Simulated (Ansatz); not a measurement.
Method: r2SCAN, no spin polarisation; PAW, plane waves to 500 eV, 8×8×5 Γ-centred mesh, fermi-dirac occupations (width 0.1 eV) (Ansatz 0.2.0), atoms fixed. The cell carries a charge of -1 e on a uniform background.

Computed maps in the lattice plane spanned by a (left to right, 5.25 Å, 16 points from zero) and b (bottom to top, 5.25 Å, 16 points from zero), 120° apart, at height 0.000 along c. The fields are smooth PAW ones with compensation charges, not the true ones near nuclei.

Valence density. Digits on a logarithmic scale: 0 up to 0.03 e/Å³, each further digit a factor of 1.6, 9 from 1.3 e/Å³ up:
```
9634555555554369
4334555555543346
3444544445444333
4555432345554434
5554322345555445
6554222455655455
5554334555555555
5554445555544455
5555555555433455
6554556554222455
5544555543223455
4434455543234555
3333444544445444
4643345555555433
9963455555555436
9943456555654349
```

ELF. Ten even steps from '0' (0.00) to '9' (1.00):
```
9201343223431019
0001232123210001
0110110011011000
3321000001233101
4431000013443113
4320000023442024
2210000122331133
1221012212210122
2331133221000012
4420244320000023
4311344310000134
3101332100000123
0000110110011011
0100012321232100
9910134322343102
9900344212443009
```

Q: The cell is LiAl₂BrO₆. Which atoms lie within 0.2 Å of this plane, and where (fractions of a and b)?

A: Li at (0.00, 0.00), Al at (0.33, 0.67), Al at (0.67, 0.33). The whole cell:
```yaml
crystal:
  lattice:
    - [5.24778, 0.00000, 0.00000]
    - [-2.62389, 4.54471, 0.00000]
    - [0.00000, 0.00000, 7.36402]
  atoms:
    - { symbol: Li, position: [0.00000, 0.00000, 0.00000] }
    - { symbol: Al, position: [0.33330, 0.66670, 0.00000] }
    - { symbol: Al, position: [0.66670, 0.33330, 0.00000] }
    - { symbol: O, position: [0.00000, 0.63615, 0.13340] }
    - { symbol: O, position: [0.36385, 0.36385, 0.13340] }
    - { symbol: O, position: [0.63615, 0.00000, 0.13340] }
    - { symbol: O, position: [0.36385, 0.00000, 0.86660] }
    - { symbol: O, position: [0.63615, 0.63615, 0.86660] }
    - { symbol: O, position: [0.00000, 0.36385, 0.86660] }
    - { symbol: Br, position: [0.00000, 0.00000, 0.50000] }
```

Origin: a known structure type with other elements, at an estimated volume, so it need not be a known compound. Caveats: many states at the Fermi level without spin polarisation, so a magnetic state may lie lower; atoms or cell far from equilibrium; charged cell with a uniform background.
